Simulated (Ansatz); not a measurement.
This TaH4 structure is the end of a relaxation. The cell was found from a structure generator's guess, not taken from experiment.

Level of theory: DFT PBE, scalar-relativistic, plane waves, PAW (Ansatz 0.2.0). Cutoff 420 eV, Γ-centred mesh, Gaussian smearing, no spin polarisation.

```
CELL_PARAMETERS angstrom
4.57000 -2.20497 0.00000
4.57000 2.20497 0.00000
-2.08033 0.00000 3.89074
ATOMIC_POSITIONS crystal
Ta 0.25012 0.74988 0.75000
Ta 0.74988 0.25012 0.25000
H 0.69310 0.55328 0.68993
H 0.44672 0.30690 0.81007
H 0.30690 0.44672 0.31007
H 0.55328 0.69310 0.18993
H 0.94750 0.80659 0.95035
H 0.19341 0.05250 0.54965
H 0.05250 0.19341 0.04965
H 0.80659 0.94750 0.45035
```

Formation energies are uncorrected and refer to the elements' standard structures at the same level (H₂ as a molecule).

(1) Find its symmetry and describe it.

(2) How far does it lie from the elements in energy?

(3) Is it a metal?

(4) From what recipe could a structure generator have reached it?

Answers

(1) C2/c (No. 15). Conventional cell: a = 9.140 Å, b = 4.410 Å, c = 4.412 Å, β = 118.1°. Ta is surrounded by 8 H at 1.90 Å and 4 Ta at 3.12 Å; around H on its first site lie 2 Ta at 1.90 Å and 7 H at 2.05–2.29 Å; around H on its second site lie 2 Ta at 1.90 Å and 7 H at 2.05–2.29 Å.

(2) +0.12 eV/atom. A positive value: parting into the elements would lower its energy.

(3) Yes, bands cross the Fermi level on the 8×8×8 mesh.

(4) One such recipe: species swapped into a database cell of TiI4 (C2/c, No. 15). Other recipes can lead to the same cell.

The last run used an 8×8×8 mesh for its 10-atom cell and Gaussian smearing of 0.10 eV. Spin–orbit coupling, which can matter for Ta, is left out. With hydrogen, zero-point motion can shift formation energies by some tens of meV/atom. Symmetry constrained the relaxation, so the result can be a saddle point. Another cell of the same search, in Immm, lies 79 meV/atom lower, so this cell isn't the stable form at this level.
